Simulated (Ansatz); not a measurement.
Data:

AlRu₂C:
```cif
data_C2Al2Ru4
_chemical_formula_sum 'Al2 Ru4 C2'
_space_group_name_H-M_alt 'P63/mmc'
_space_group_IT_number 194
_space_group_name_Hall '-P 6c 2c'
_cell_length_a 2.87893
_cell_length_b 2.87893
_cell_length_c 13.35649
_cell_angle_alpha 90.000
_cell_angle_beta 90.000
_cell_angle_gamma 120.000
loop_
_atom_site_label
_atom_site_type_symbol
_atom_site_symmetry_multiplicity
_atom_site_Wyckoff_symbol
_atom_site_fract_x
_atom_site_fract_y
_atom_site_fract_z
_atom_site_occupancy
Al1 Al 2 d 0.66667 0.33333 0.25000 1
Ru1 Ru 4 f 0.33333 0.66667 0.09596 1
C1 C 2 a 0.00000 0.00000 0.00000 1
```

This is the r²SCAN-relaxed structure.

All from r²SCAN in the plane-wave PAW code Ansatz, unless another level is named. Estimate the electronic character.

metallic (no gap).

Next, the density of states at the Fermi level?

0.69 states/eV per atom (mean over ±0.08 eV).

What about the gap with spin–orbit coupling?

none (metallic).

Space group P6_3/mmc. The start of the workflow was typed in or built on a structure type; neither database checked (COD, Materials Project) lists it. Its standing as an ambient phase is unchecked. The r²SCAN relaxation kept the symmetry of its start; its stability against distortions is not shown here. No spin polarisation was allowed. Scalar-relativistic: spin–orbit coupling is off unless named, which matters more the heavier the elements.

Potentials: the earlier of the program's two PAW sets.
